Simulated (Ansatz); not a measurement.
The end point of a relaxation of ZrN. These are PBE (plane waves to 420 eV, PAW, scalar-relativistic; Ansatz, an electronic-structure program) values and carry that method's errors.

```xyz
2
Lattice="0.0000 2.2976 2.2976 2.2976 0.0000 2.2976 2.2976 2.2976 0.0000" Properties=species:S:1:pos:R:3 pbc="T T T"
Zr     2.2976     2.2976     2.2976
N      0.0000     0.0000     0.0000
```

**Question.** Determine the symmetry and give the standard cell with its independent sites.

**Answer.** Space group Fm-3m (No. 225); a = b = c = 4.5951 Å, α = β = γ = 90.00°

| atom | site | symmetry | x | y | z |
|---|---|---|---|---|---|
| Zr | 4b | m-3m | 0.5000 | 0.5000 | 0.5000 |
| N | 4a | m-3m | 0.0000 | 0.0000 | 0.0000 |

This is the rock salt type.

**Question.** Give the shortest distances between elements (the closest pairs, up to four, under 3.6 Å).

**Answer.** N–Zr 2.30 Å; Zr–Zr 3.25 Å; N–N 3.25 Å.

```yaml
volume_per_atom: 12.13 Å³
density: 7.20 g/cm³
band_gap: zero (metallic)
```

No spin polarisation in the result. The relaxed primitive cell holds an odd number of electrons. A magnetic state may lie lower.

It was reached from a disturbed copy of a P4/mmm (No. 123) cell, against which it lies -0.75 eV/atom.
